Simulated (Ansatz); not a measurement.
TaN (rock salt, Fm-3m) at seven volumes, plane-wave PAW PBEsol (Ansatz code), scaled uniformly. One row is withheld.

```csv
V (Å³/atom),P (GPa)
9.524,?
9.838,25.35
10.152,11.64
10.466,0.00
10.780,-9.89
11.094,-18.29
11.407,-25.42
```

Question: Fit the shown pressures and predict the withheld one.

Answer: Third-order Birch–Murnaghan: P = (3/2)B₀(x^(7/2) − x^(5/2))[1 + (3/4)(B′ − 4)(x − 1)] with x = (V₀/V)^(2/3). Least squares on the six rows gives V₀ = 10.466 Å³/atom, B₀ = 357.1 GPa, B′ = 4.43. At V = 9.524, x = 1.0649 and P = 41.53 GPa. The run itself gave 41.49 GPa.

This is a known high-temperature phase of the composition, computed here at zero pressure and temperature. The cell was relaxed with PBEsol under the symmetry of its start; whether a distortion lowers the energy is not shown. The run is not spin-polarised. Spin–orbit coupling is left out wherever it is not named.

Potentials: the earlier of the program's two PAW sets. The files were generated under PBE; for other functionals the program regenerates the frozen cores, and for LDA and PBEsol the local potential too.
